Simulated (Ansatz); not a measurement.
BeS:
```
BeS
1.0
    0.00000     2.43804     2.43804
    2.43804     0.00000     2.43804
    2.43804     2.43804     0.00000
Be S
1 1
Direct
  0.50000   0.50000   0.50000
  0.25000   0.25000   0.25000
```

Tensor components refer to the Cartesian frame of this cell.

Problem. Give the proper piezoelectric stress tensor with relaxed ions from PBE (plane waves, PAW; program Ansatz).

Solution. In C/m², rows x, y, z, Voigt columns; mesh uncertainty up to 0.00.
```
0.00  0.00  0.00  0.23  0.00  0.00
0.00  0.00  0.00  0.00  0.23  0.00
0.00  0.00  0.00  0.00  0.00  0.23
```

The elastic tensor of the same run (GPa):

```
 157  60.7  60.7   0.0   0.0   0.0
60.7   157  60.7   0.0   0.0   0.0
60.7  60.7   157   0.0   0.0   0.0
 0.0   0.0   0.0  82.3   0.0   0.0
 0.0   0.0   0.0   0.0  82.3   0.0
 0.0   0.0   0.0   0.0   0.0  82.3
```

Problem. Convert to strain constants d = e·S.

Solution. In pC/N:
```
0.0  0.0  0.0  2.8  0.0  0.0
0.0  0.0  0.0  0.0  2.8  0.0
0.0  0.0  0.0  0.0  0.0  2.8
```

Space group F-43m (zinc blende). Symmetry was held in the PBE relaxation; phonons on a q-mesh show no instability. The volume moved by 29 % from the start of the relaxation.

Potentials: the later of the program's two PAW sets.
